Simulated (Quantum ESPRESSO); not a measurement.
# Band energies of Ba$_{2}$CaMoO$_{6}$

```xyz
10
Lattice="0.0000 4.2503 4.2503 4.2503 0.0000 4.2503 4.2503 4.2503 0.0000" Properties=species:S:1:pos:R:3 pbc="T T T"
O      4.2503     4.2503     6.2034
O      4.2503     4.2503     2.2972
O      6.2034     4.2503     4.2503
O      2.2972     4.2503     4.2503
O      4.2503     6.2034     4.2503
O      4.2503     2.2972     4.2503
Ca     0.0000     0.0000     0.0000
Mo     4.2503     4.2503     4.2503
Ba     6.3755     6.3755     6.3755
Ba     2.1252     2.1252     2.1252
```

norm-conserving PBEsol (Quantum ESPRESSO, 84 Ry, without SOC); path ΓXWKΓLUWLK,UX; energies in eV from the valence-band maximum.

```csv
k (1/Å),point,band 36,band 37,band 38,band 39,band 40,band 41,band 42,band 43
0.00,Γ,-0.33,-0.33,0.00,0.00,0.00,2.32,2.32,2.32
0.25,,-0.42,-0.42,-0.17,-0.17,-0.01,2.23,2.55,2.55
0.49,,-0.64,-0.64,-0.48,-0.48,-0.03,2.06,2.91,2.91
0.74,X,-0.97,-0.97,-0.56,-0.56,-0.05,1.98,3.03,3.03
0.74,W,-0.90,-0.87,-0.87,-0.36,-0.36,2.55,2.55,3.03
1.00,K,-0.95,-0.74,-0.73,-0.72,-0.18,2.29,2.87,2.93
1.39,,-0.67,-0.56,-0.33,-0.28,-0.18,2.46,2.59,2.64
1.59,,-0.45,-0.40,-0.11,-0.08,-0.04,2.34,2.40,2.46
1.78,Γ,-0.33,-0.33,0.00,0.00,0.00,2.32,2.32,2.32
2.10,,-0.56,-0.56,-0.22,-0.22,-0.12,2.44,2.53,2.53
2.26,,-0.69,-0.69,-0.38,-0.38,-0.24,2.54,2.65,2.65
2.42,L,-0.75,-0.74,-0.45,-0.45,-0.29,2.59,2.70,2.70
2.65,,-0.86,-0.77,-0.54,-0.49,-0.30,2.53,2.72,2.80
2.88,U,-0.95,-0.74,-0.73,-0.72,-0.18,2.29,2.87,2.93
2.88,W,-0.90,-0.87,-0.87,-0.36,-0.36,2.55,2.55,3.03
3.01,,-0.88,-0.86,-0.81,-0.37,-0.35,2.56,2.57,2.98
3.14,,-0.86,-0.79,-0.64,-0.39,-0.34,2.58,2.62,2.86
3.27,,-0.80,-0.76,-0.49,-0.43,-0.32,2.59,2.67,2.74
3.40,L,-0.75,-0.74,-0.45,-0.45,-0.29,2.59,2.70,2.70
3.51,,-0.79,-0.76,-0.48,-0.44,-0.31,2.59,2.69,2.73
3.63,,-0.86,-0.77,-0.54,-0.49,-0.30,2.53,2.72,2.80
3.85,K,-0.95,-0.74,-0.73,-0.72,-0.18,2.29,2.87,2.93
3.85,U,-0.95,-0.74,-0.73,-0.72,-0.18,2.29,2.87,2.93
4.11,X,-0.97,-0.97,-0.56,-0.56,-0.05,1.98,3.03,3.03
```

The PBEsol gap is indirect, 1.98 eV, from Γ to X; the smallest direct gap is 2.03 eV.

Spin-orbit splittings are left out.

Geometry of the Materials Project entry, not relaxed at this level.
